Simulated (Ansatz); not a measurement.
Consider the following.

SrO:
```cif
data_O4Sr4
_chemical_formula_sum 'Sr4 O4'
_space_group_name_H-M_alt 'Fm-3m'
_space_group_IT_number 225
_space_group_name_Hall '-F 4 2 3'
_cell_length_a 5.15347
_cell_length_b 5.15347
_cell_length_c 5.15347
_cell_angle_alpha 90.000
_cell_angle_beta 90.000
_cell_angle_gamma 90.000
loop_
_atom_site_label
_atom_site_type_symbol
_atom_site_symmetry_multiplicity
_atom_site_Wyckoff_symbol
_atom_site_fract_x
_atom_site_fract_y
_atom_site_fract_z
_atom_site_occupancy
Sr1 Sr 4 a 0.00000 0.00000 0.00000 1
O1 O 4 b 0.50000 0.50000 0.50000 1
```
(The calculation used a cell of 2 atoms; values per cell refer to that cell.)

This is the HSE06-relaxed structure.

Question: All from DFT-HSE06 in the program Ansatz with PAW potentials, unless another level is named. Predict the band gap.

Answer: 4.79 eV (indirect).

Question: What about the smallest direct gap on the standard path?

Answer: 4.89 eV.

Question: Next, the gap with spin–orbit coupling?

Answer: 4.77 eV (at the special points and the edges found without it).

Question: Give the valence-band maximum.

Answer: at Γ.

The cell was relaxed with HSE06 under the symmetry of its start. The hybrid was solved on a coarse mesh, the path and, where they were found, the r²SCAN edge points; its band edges are the extreme levels among these. Spin–orbit coupling is left out wherever it is not named.

Potentials: the later of the program's two PAW sets.
